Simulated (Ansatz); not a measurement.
TiC:
```cif
data_C4Ti4
_chemical_formula_sum 'Ti4 C4'
_space_group_name_H-M_alt 'Fm-3m'
_space_group_IT_number 225
_space_group_name_Hall '-F 4 2 3'
_cell_length_a 4.33281
_cell_length_b 4.33281
_cell_length_c 4.33281
_cell_angle_alpha 90.000
_cell_angle_beta 90.000
_cell_angle_gamma 90.000
loop_
_atom_site_label
_atom_site_type_symbol
_atom_site_symmetry_multiplicity
_atom_site_Wyckoff_symbol
_atom_site_fract_x
_atom_site_fract_y
_atom_site_fract_z
_atom_site_occupancy
Ti1 Ti 4 a 0.00000 0.00000 0.00000 1
C1 C 4 b 0.50000 0.50000 0.50000 1
```
(The calculation used a cell of 2 atoms; values per cell refer to that cell.)

Relaxed with PBE.

### Question
Which orbitals make up the states near the Fermi level in PBE (plane waves, PAW; program Ansatz)?

### Answer
Within 0.5 eV of the Fermi level: Ti 3d 49 %, C 2p 48 %. Projections are on Löwdin-orthogonalised atomic valence shells; empty p or d shells of many metals are not among them.

### Question
Tabulate the density of states.

### Answer
States/eV per cell of 2 atoms, in 0.25 eV bins, energy from the Fermi level.

```
E (eV)  total  Ti 3d  C 2p  Ti 4s
------  -----  -----  ----  -----
-7.85    0.00   0.00  0.00   0.00
-7.60    0.00   0.00  0.00   0.00
-7.35    0.00   0.00  0.00   0.00
-7.10    0.00   0.00  0.00   0.00
-6.85    0.00   0.00  0.00   0.00
-6.60    0.00   0.00  0.00   0.00
-6.35    0.00   0.00  0.00   0.00
-6.10    0.00   0.00  0.00   0.00
-5.85    0.02   0.01  0.01   0.00
-5.60    0.14   0.04  0.07   0.02
-5.35    0.24   0.07  0.12   0.03
-5.10    0.35   0.11  0.18   0.04
-4.85    0.50   0.16  0.25   0.05
-4.60    0.78   0.25  0.40   0.07
-4.35    0.99   0.31  0.53   0.08
-4.10    1.16   0.35  0.65   0.08
-3.85    1.25   0.34  0.76   0.07
-3.60    0.97   0.23  0.64   0.03
-3.35    0.73   0.18  0.49   0.01
-3.10    1.75   0.62  1.03   0.01
-2.85    2.48   1.11  1.27   0.01
-2.60    2.48   1.20  1.21   0.01
-2.35    2.79   1.31  1.41   0.01
-2.10    1.79   0.87  0.87   0.01
-1.85    1.38   0.69  0.65   0.00
-1.60    1.09   0.54  0.51   0.00
-1.35    0.84   0.40  0.42   0.00
-1.10    0.68   0.31  0.35   0.00
-0.85    0.56   0.24  0.30   0.00
-0.60    0.46   0.19  0.26   0.00
-0.35    0.31   0.13  0.17   0.00
-0.10    0.26   0.12  0.13   0.00
0.15     0.31   0.16  0.15   0.00
0.40     0.38   0.23  0.15   0.00
0.65     0.51   0.35  0.15   0.00
0.90     0.66   0.49  0.15   0.00
1.15     0.73   0.56  0.15   0.00
1.40     0.86   0.70  0.15   0.00
1.65     0.99   0.83  0.14   0.00
1.90     1.15   0.97  0.14   0.00
2.15     1.35   1.16  0.15   0.01
2.40     1.72   1.50  0.18   0.01
2.65     1.92   1.70  0.17   0.01
2.90     3.37   3.04  0.25   0.01
3.15     2.52   2.22  0.24   0.01
3.40     1.08   0.81  0.23   0.01
3.65     3.25   2.58  0.58   0.05
3.90     4.29   3.05  1.07   0.11
4.15     0.63   0.40  0.20   0.01
4.40     0.66   0.40  0.21   0.01
4.65     0.76   0.45  0.23   0.01
```

The cell was relaxed with PBE under the symmetry of its start; phonons on a q-mesh show no instability. No spin polarisation was allowed.

Potentials: the later of the program's two PAW sets.
